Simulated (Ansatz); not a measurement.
# BW2, first-principles data

BW2:
```yaml
crystal:
  lattice:
    - [-2.76943, 2.76943, 2.37282]
    - [2.76943, -2.76943, 2.37282]
    - [2.76943, 2.76943, -2.37282]
  atoms:
    - { symbol: B, position: [0.25000, 0.25000, 0.00000] }
    - { symbol: B, position: [0.75000, 0.75000, 0.00000] }
    - { symbol: W, position: [0.66983, 0.83017, 0.50000] }
    - { symbol: W, position: [0.33017, 0.16983, 0.50000] }
    - { symbol: W, position: [0.83017, 0.33017, 0.16033] }
    - { symbol: W, position: [0.16983, 0.66983, 0.83967] }
```

Space group I4/mcm (No. 140); conventional cell a = b = 5.5389 Å, c = 4.7456 Å, α = β = γ = 90.00°.

Method: PBEsol (plane waves, PAW; program Ansatz). The cell and atoms are relaxed at this level. Other levels are named where they apply.

### Cell and energy

Volume per atom: 12.13 Å³
Density: 17.27 g/cm³
Formation energy from the elements (no fitted shifts): -0.30 eV/atom

### Electronic structure

* **Electronic character**: metallic (no gap)
* **Density of states at the Fermi level**: 0.60 states/eV per atom (mean over ±0.08 eV)

### Mechanics

* **Bulk modulus (Birch–Murnaghan fit)**: 348 GPa
* **Pressure derivative B′**: 4.2
* **Elastic constants (relaxed ions, GPa)**: C11 = 576, C12 = 218, C13 = 247, C33 = 553, C44 = 167, C66 = 194
* **Mechanical stability**: stable (all eigenvalues of C positive)
* **Hill bulk and shear moduli**: 348 and 171 GPa
* **Young's modulus**: 441 GPa
* **Poisson's ratio**: 0.29
* **Debye temperature from the elastic constants**: 455 K

The workflow started from a Materials Project entry (that database holds measured and hypothetical structures alike); the Crystallography Open Database files this formula in space group No. 140, but the cells were not matched. Its standing as an ambient phase is unchecked. Symmetry was held in the PBEsol relaxation; its stability against distortions is not shown here. The run is not spin-polarised. As this level gives no gap, shear constants depend on the k-mesh and smearing (Fermi–Dirac, 0.1 eV here). On the denser mesh and wider smearing of the elastic run this cell carries a stress of 0.3 GPa. The references are the lowest solids computed at this level, not always the standard phases. Spin–orbit coupling is left out wherever it is not named.

Potentials: the later of the program's two PAW sets.
